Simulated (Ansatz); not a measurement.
CaCl₂:
```cif
data_Ca4Cl8
_chemical_formula_sum 'Ca4 Cl8'
_space_group_name_H-M_alt 'P 1'
_space_group_IT_number 1
_cell_length_a 6.28624
_cell_length_b 7.65607
_cell_length_c 6.92453
_cell_angle_alpha 90.000
_cell_angle_beta 90.000
_cell_angle_gamma 90.000
loop_
_space_group_symop_operation_xyz
  'x, y, z'
loop_
_atom_site_label
_atom_site_type_symbol
_atom_site_fract_x
_atom_site_fract_y
_atom_site_fract_z
_atom_site_occupancy
Ca1 Ca 0.00000 0.84766 0.25000 1
Ca2 Ca 0.00000 0.15234 0.75000 1
Ca3 Ca 0.50000 0.65234 0.75000 1
Ca4 Ca 0.50000 0.34766 0.25000 1
Cl1 Cl 0.23741 0.10900 0.42149 1
Cl2 Cl 0.76259 0.89100 0.57851 1
Cl3 Cl 0.26259 0.39100 0.92149 1
Cl4 Cl 0.73741 0.60900 0.07851 1
Cl5 Cl 0.73741 0.39100 0.57851 1
Cl6 Cl 0.26259 0.60900 0.42149 1
Cl7 Cl 0.76259 0.10900 0.07851 1
Cl8 Cl 0.23741 0.89100 0.92149 1
```

Relaxed with r²SCAN. 

Q: HSE06 on this cell (Ansatz, a quantum-chemistry and plane-wave program, PAW) gives a gap of 7.11 eV. What does r²SCAN give?

A: 6.19 eV.

Cost on shared cores: the r²SCAN run (SCF on a 5×4×4 mesh, then bands and DOS) very roughly 11 core-minutes, the HSE06 run (SCF on 3×2×3, then a few points) around 4 core-minutes (rough); the tasks are unlike.

Space group Pbcn. The first step of the workflow began from a Materials Project structure, measured or hypothetical; the Crystallography Open Database copy checked does not list it. COD files the formula under space group No. 58, so this cell is another polymorph or a model. Its standing as an ambient phase is unchecked. The cell was relaxed with r²SCAN under the symmetry of its start; whether a distortion lowers the energy is not shown.

Potentials: the later of the program's two PAW sets.

Ansatz is a plane-wave DFT program.
